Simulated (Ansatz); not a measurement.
In$_{2}$Ge$_{2}$O$_{7}$ (space group C2/m)

```
CELL_PARAMETERS angstrom
      3.29422    -4.38064     0.00000
      3.29422     4.38064     0.00000
     -1.01498     0.00000     4.80942
ATOMIC_POSITIONS crystal
  In 0.30636 0.69364 0.00000
  In 0.69364 0.30636 0.00000
  Ge 0.76204 0.76204 0.59308
  Ge 0.23796 0.23796 0.40692
  O  0.40849 0.07374 0.21293
  O  0.59151 0.92626 0.78707
  O  0.92626 0.59151 0.78707
  O  0.07374 0.40849 0.21293
  O  0.00000 0.00000 0.50000
  O  0.41397 0.41397 0.72729
  O  0.58603 0.58603 0.27271
```

The slice is a (1 0 -1) plane (indices of the conventional cell) through the point (0.762, 0.762, 0.593) (fractional), spanned by u = [111] and v = [1 -1 0] in vectors of this cell: u (7.36 Å) and v (8.76 Å, at 90° to u). It covers one period; positions are fractions (u, v).

All values below come from LDA (plane waves to 420 eV, PAW, scalar-relativistic; Ansatz, an electronic-structure program). k mesh 5×5×6. Near the nuclei the fields are pseudised (PAW); where an atom keeps semicore shells as valence, they peak there. In2Ge2O7 was relaxed with its symmetry unable to fall.

Question: Predict the map of the valence electron density on the slice.

Answer: 
```
|8866442211000000111122222233444455444466|
|5544332211000000113333333322333333333344|
|4444333311111111224455554433222222222233|
|3344443322111122334455554433221111111122|
|3333333322333333334455554433221100001122|
|2222222233444444333333333322110000001111|
|1111222233555544332222222211110000001111|
|1111112233555544332211110000001111111111|
|2222223333444433332211000000111122222222|
|3333445544333322221111000011223333333333|
|4444666666442222111100000011334444444444|
|4455777766442211111100000022334455555544|
|4444666666442222111100000011334444444444|
|3333445544333322221111000011223333333333|
|2222223333444433332211000000111122222222|
|1111112233555544332211110000001111111111|
|1111222233555544332222222211110000001111|
|2222222233444444333333333322110000001111|
|3333333322333333334455554433221100001122|
|3344443322111122334455554433221111111122|
|4444333311111111224455554433222222222233|
|5544332211000000113333333322333333333344|
|8866442211000000111122222233444455444466|
|9988443311000000001111222233445555445588|
```
Scale: ten equal steps from -1.78 (start of '0') to 1.76 (end of '9'), in the order '0123456789'. Values: log₁₀ of the valence density in e/Å³. The map has 20 points along u (two characters each, u = 0 at the left) and 24 along v (v = 0 in the bottom row). The scale is logarithmic, as a density can span decades between atoms and voids.
